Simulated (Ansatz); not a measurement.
LiF:
```cif
data_FLi
_chemical_formula_sum 'Li1 F1'
_space_group_name_H-M_alt 'P 1'
_space_group_IT_number 1
_cell_length_a 2.82152
_cell_length_b 2.82152
_cell_length_c 2.82152
_cell_angle_alpha 60.000
_cell_angle_beta 60.000
_cell_angle_gamma 60.000
loop_
_space_group_symop_operation_xyz
  'x, y, z'
loop_
_atom_site_label
_atom_site_type_symbol
_atom_site_fract_x
_atom_site_fract_y
_atom_site_fract_z
_atom_site_occupancy
Li1 Li 0.00000 0.00000 0.00000 1
F1 F 0.50000 0.50000 0.50000 1
```

Relaxed with r²SCAN. Independent-particle spectrum: no excitons, no local fields, no scissors shift; 0.1 eV broadening; ε₁ of the summed bands alone.

Problem. Tabulate the dielectric function from DFT-r²SCAN in the program Ansatz with PAW potentials.

Solution. 

| E (eV) | ε₁ xx | ε₂ xx |
|---|---|---|
| 0.0 | 1.84 | 0.00 |
| 0.4 | 1.84 | 0.00 |
| 0.8 | 1.84 | 0.00 |
| 1.2 | 1.84 | 0.00 |
| 1.6 | 1.85 | 0.00 |
| 2.0 | 1.85 | 0.00 |
| 2.4 | 1.86 | 0.00 |
| 2.8 | 1.87 | 0.00 |
| 3.2 | 1.87 | 0.00 |
| 3.6 | 1.88 | 0.00 |
| 4.0 | 1.90 | 0.00 |
| 4.4 | 1.91 | 0.00 |
| 4.8 | 1.92 | 0.00 |
| 5.2 | 1.94 | 0.00 |
| 5.6 | 1.96 | 0.00 |
| 6.0 | 1.98 | 0.00 |
| 6.4 | 2.01 | 0.00 |
| 6.8 | 2.04 | 0.00 |
| 7.2 | 2.07 | 0.00 |
| 7.6 | 2.11 | 0.00 |
| 8.0 | 2.15 | 0.00 |
| 8.4 | 2.21 | 0.00 |
| 8.8 | 2.28 | 0.00 |
| 9.2 | 2.36 | 0.00 |
| 9.6 | 2.47 | 0.00 |
| 10.0 | 2.65 | 0.00 |
| 10.4 | 3.01 | 0.17 |
| 10.8 | 3.04 | 0.49 |
| 11.2 | 3.09 | 0.70 |
| 11.6 | 3.19 | 0.93 |
| 12.0 | 3.44 | 1.29 |

Problem. From ε at 10.9 eV (xx: 3.05 + 0.55i), find n, k, the normal reflectivity and the absorption coefficient.

Solution. n = 1.75, k = 0.157, R = 8 %, α = 2kE/ħc = 170000 cm⁻¹.

With all bands, ε∞ without local fields is 1.99. DFPT, with local fields, gives 1.99.

Space group Fm-3m (rock salt). The r²SCAN relaxation kept the symmetry of its start; phonons on a q-mesh show no instability.

Potentials: the later of the program's two PAW sets.
